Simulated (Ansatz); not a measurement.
LaCu2Ge2:
```xyz
5
Lattice="-2.1102 2.1102 5.0764 2.1102 -2.1102 5.0764 2.1102 2.1102 -5.0764" Properties=species:S:1:pos:R:3 pbc="T T T"
La     0.0000     0.0000     0.0000
Cu     2.1102     0.0000     2.5382
Cu     0.0000     2.1102     2.5382
Ge     0.0000     0.0000     6.3508
Ge     0.0000     0.0000     3.8021
```

Relaxed with r²SCAN.

Question: Which orbitals make up the states near the Fermi level in DFT-r²SCAN in the program Ansatz with PAW potentials?

Answer: Within 0.5 eV of the Fermi level: Ge 4p 40 %, La 5d 29 %, Cu 3d 15 %, La 4f 6 %. Projections are on Löwdin-orthogonalised atomic valence shells; empty p or d shells of many metals are not among them.

Question: Tabulate the density of states.

Answer: States/eV per cell of 5 atoms, in 0.25 eV bins, energy from the Fermi level.

| E (eV) | total | Cu 3d | La 4f | Ge 4p |
|---|---|---|---|---|
| -7.85 | 0.22 | 0.04 | 0.00 | 0.01 |
| -7.60 | 0.00 | 0.00 | 0.00 | 0.00 |
| -7.35 | 0.00 | 0.00 | 0.00 | 0.00 |
| -7.10 | 0.00 | 0.00 | 0.00 | 0.00 |
| -6.85 | 0.00 | 0.00 | 0.00 | 0.00 |
| -6.60 | 0.00 | 0.00 | 0.00 | 0.00 |
| -6.35 | 0.00 | 0.00 | 0.00 | 0.00 |
| -6.10 | 0.00 | 0.00 | 0.00 | 0.00 |
| -5.85 | 0.03 | 0.01 | 0.00 | 0.02 |
| -5.60 | 0.96 | 0.21 | 0.00 | 0.44 |
| -5.35 | 3.11 | 0.69 | 0.01 | 1.40 |
| -5.10 | 2.65 | 0.71 | 0.01 | 1.14 |
| -4.85 | 2.70 | 0.94 | 0.01 | 1.08 |
| -4.60 | 2.51 | 1.10 | 0.01 | 0.90 |
| -4.35 | 3.02 | 1.83 | 0.01 | 0.80 |
| -4.10 | 7.56 | 5.42 | 0.02 | 1.57 |
| -3.85 | 10.25 | 7.82 | 0.03 | 1.74 |
| -3.60 | 16.05 | 13.81 | 0.04 | 1.47 |
| -3.35 | 15.48 | 14.19 | 0.03 | 0.70 |
| -3.10 | 18.10 | 16.87 | 0.04 | 0.68 |
| -2.85 | 3.84 | 3.11 | 0.01 | 0.42 |
| -2.60 | 1.30 | 0.86 | 0.01 | 0.24 |
| -2.35 | 2.76 | 1.36 | 0.02 | 0.71 |
| -2.10 | 4.52 | 2.46 | 0.03 | 1.09 |
| -1.85 | 3.23 | 1.13 | 0.03 | 1.26 |
| -1.60 | 3.89 | 1.14 | 0.04 | 1.76 |
| -1.35 | 3.95 | 1.09 | 0.04 | 1.71 |
| -1.10 | 3.10 | 0.74 | 0.05 | 1.29 |
| -0.85 | 2.07 | 0.42 | 0.05 | 0.81 |
| -0.60 | 1.85 | 0.32 | 0.06 | 0.69 |
| -0.35 | 1.73 | 0.28 | 0.07 | 0.66 |
| -0.10 | 1.53 | 0.23 | 0.09 | 0.61 |
| 0.15 | 1.22 | 0.16 | 0.09 | 0.50 |
| 0.40 | 0.83 | 0.10 | 0.07 | 0.35 |
| 0.65 | 0.79 | 0.09 | 0.09 | 0.31 |
| 0.90 | 1.56 | 0.15 | 0.22 | 0.46 |
| 1.15 | 2.57 | 0.20 | 0.36 | 0.62 |
| 1.40 | 1.97 | 0.13 | 0.40 | 0.47 |
| 1.65 | 2.38 | 0.11 | 0.75 | 0.48 |
| 1.90 | 2.74 | 0.10 | 1.26 | 0.39 |
| 2.15 | 5.86 | 0.10 | 3.91 | 0.34 |
| 2.40 | 12.60 | 0.11 | 10.27 | 0.26 |
| 2.65 | 29.23 | 0.18 | 26.38 | 0.31 |
| 2.90 | 6.81 | 0.10 | 4.56 | 0.31 |

Space group I4/mmm. The first step of the workflow began from a Materials Project structure, measured or hypothetical; the Crystallography Open Database copy checked does not list it. Its standing as an ambient phase is unchecked. The r²SCAN relaxation kept the symmetry of its start; whether a distortion lowers the energy is not shown. The run is not spin-polarised. Spin–orbit coupling is left out wherever it is not named.

Potentials: the later of the program's two PAW sets.
